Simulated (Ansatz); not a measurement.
Al (fcc (Cu type), Fm-3m) at seven volumes, PBE+D3(BJ) in the plane-wave PAW code Ansatz, scaled uniformly. One row is withheld.

```tsv
V (Å³/atom)	P (GPa)
14.367	10.02
14.841	6.10
15.315	2.78
15.788	0.00
16.262	?
16.735	-4.34
17.209	-6.06
```

### Question
Fit the shown pressures and predict the withheld one.

### Answer
P = (3/2)B₀(x^(7/2) − x^(5/2))[1 + (3/4)(B′ − 4)(x − 1)] with x = (V₀/V)^(2/3). Least squares on the six rows gives V₀ = 15.788 Å³/atom, B₀ = 85.5 GPa, B′ = 4.59. At V = 16.262, x = 0.9805 and P = -2.36 GPa. The run itself gave -2.35 GPa.

The PBE+D3(BJ) relaxation kept the symmetry of its start. The pairwise dispersion correction was not fitted to metals.

Potentials: the later of the program's two PAW sets.
